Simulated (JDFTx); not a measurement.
System: TiAl(111) (P4/mmm bulk; lattice of mp-1953, not re-optimised at this level), 1x1 cell of 11 atoms in 11 planes (Ti outermost, slab composition Ti6Al5), area 17.99 Å² a face, 8.7 Å between the outermost planes in a cell 24.9 Å high; k mesh 6×6×1, Fermi width 0.01 Ha, no spin polarisation. Whether this polymorph is the ambient one wasn't checked. Neither spin polarisation nor a larger cell was tried.

All numbers are PBE, GBRV ultrasoft potentials, plane waves to 20/100 Ha results from JDFTx (a modified build), not measurements. Liquid: CANDLE, water, 2 M KCl. Between zero charge and 0.91 V from it the run gives σ = 20.3 μC/cm², a mean capacitance of 22.2 μF/cm². The liquid has ε = 78.4, a 1:1 salt at 2 M with linear (Debye) response, and T = 298 K.

Worked example: the Debye length, the diffuse-layer capacitance, and the inner capacitance that is left when the two stand in series.

Each ion has density c = 2 × 6.022×10⁻⁴ = 1.204e-03 Å⁻³. λ² = ε kT / (8π (e²/4πε₀) c) with kT = 0.02568 eV and e²/4πε₀ = 14.40 eV Å gives λ = 2.15 Å; the log prints 2.15 Å. C_diffuse = ε₀ε/λ = 323 μF/cm². Then 1/C_inner = 1/22.2 − 1/323, so C_inner = 23.8 μF/cm², which equals a vacuum gap of ε₀/C_inner = 0.37 Å. The diffuse layer takes 7 % of the potential drop; the rest lies between the electrode's charge and the onset of the dielectric, with the electrode's own (quantum) capacitance in it. The split is a model: in the calculation solvent and ions share one smooth cavity.
